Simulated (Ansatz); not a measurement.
## Structure optimisation: osmium, diamond

Theory: DFT, r2SCAN, plane waves (500 eV) with PAW, scalar-relativistic in Ansatz. (PAW data from PBE, frozen cores regenerated.)

k-point mesh 10×10×10, Fermi-Dirac smearing 0.1 eV, no spin polarisation. Cell and atoms relax.

Starting structure:

```yaml
crystal:
  lattice:
    - [0.0, 2.6631674351, 2.6631674351]
    - [2.6631674351, 0.0, 2.6631674351]
    - [2.6631674351, 2.6631674351, 0.0]
  atoms:
    - { symbol: Os, position: [0.125, 0.125, 0.125] }
    - { symbol: Os, position: [0.875, 0.875, 0.875] }
hamiltonian:
  xc: r2scan
  pseudopotentials:
    kind: paw
    azcp:
      Os: "pseudopotentials/Os.paw.azcp"
basis:
  ecutwfc: 500
  fft_grid_basis: typed
kpoints:
  mp_grid: { grid: [10, 10, 10], shift: [0, 0, 0] }
magnetization:
  spin_polarized: false
scf:
  occupations: { method: fermi_dirac, width: 0.1 }
relax:
  max_steps: 60
  f_tol: 0.01
  cell: {}
```

Q: What cell does the relaxation end in?

A: Fd-3m with a = 5.518 Å; 21.01 Å³ per atom against 18.89 at the start (11.2 %).

Q: How much energy does the relaxation gain?

A: 179.6 meV per atom.
